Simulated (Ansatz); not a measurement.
MgO:
```
CELL_PARAMETERS angstrom
      0.00000     2.10090     2.10090
      2.10090     0.00000     2.10090
      2.10090     2.10090     0.00000
ATOMIC_POSITIONS crystal
  Mg 0.50000 0.50000 0.50000
  O  0.00000 0.00000 0.00000
```

Relaxed with HSE06. Special points in fractions of this cell's reciprocal vectors: Γ (0.000, 0.000, 0.000); X (0.500, 0.000, 0.500); U (0.625, 0.250, 0.625); K (0.375, 0.375, 0.750); L (0.500, 0.500, 0.500); W (0.500, 0.250, 0.750).

Task: List the band energies nearest the valence-band maximum at these points for DFT-HSE06 in the program Ansatz with PAW potentials.

Result: In eV from the valence-band maximum; about four levels below and three above (degenerate sets whole), none deeper than 8.9 eV; … stands for higher levels left out; points with the same levels are listed once.

| k | below | above |
|---|---|---|
| Γ | 0.00 0.00 0.00 | 6.56 … |
| X | -4.38 -1.47 -1.47 | 10.88 … |
| U | -3.75 -2.90 -1.25 | 11.99 … |
| L | -4.95 -0.72 -0.72 | 9.75 … |
| W | -3.17 -3.17 -1.90 | … |

Space group Fm-3m (rock salt). The cell was relaxed with HSE06 under the symmetry of its start. The volume moved by -34 % from the start of the relaxation. The hybrid was solved on a coarse mesh, the path and, where they were found, the r²SCAN edge points; its band edges are the extreme levels among these.

Potentials: the later of the program's two PAW sets.
